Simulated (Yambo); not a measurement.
G0W0@PBEsol for GaS (space group P6_3/mmc, No. 194) in Yambo. Reference settings: 3×3×1 Γ-centred k mesh, 265 bands and a 7 Ry block in the screening, 265 bands in G with the Bruneval-Gonze terminator, plasmon pole fitted at 27.2 eV. The PBEsol gap Γ → Γ on this mesh is 1.52 eV; G0W0 gaps are taken between the same points.

The settings were changed. The gap went from 2.47 eV to 2.46 eV, and the shift of the valence edge from -0.61 eV to -0.53 eV.

Question: Which change was made?
(A) 106 bands in G, no terminator
(B) 3 Ry block
(C) 2 Ry block
(D) no random integration

Answer: D, no random integration. The others gave (gap, valence shift): 106 bands in G, no terminator: 2.49, -0.07 eV; 2 Ry block: 2.31, -0.21 eV; 3 Ry block: 2.30, -0.28 eV.

The standard potential for Ga keeps a d shell in the valence without the s and p states of that shell. In tests on such compounds this moved G0W0 gaps by up to about 0.9 eV, so absolute quasiparticle energies here are unreliable; differences between settings are what counts.

Spin-orbit coupling is not included.

Geometry relaxed with PBE+D3(BJ); primitive cell a = b = 3.5940 Å, c = 15.4367 Å, α = β = 90.00°, γ = 120.00°.

A shift is the quasiparticle energy of the state minus its PBEsol energy.
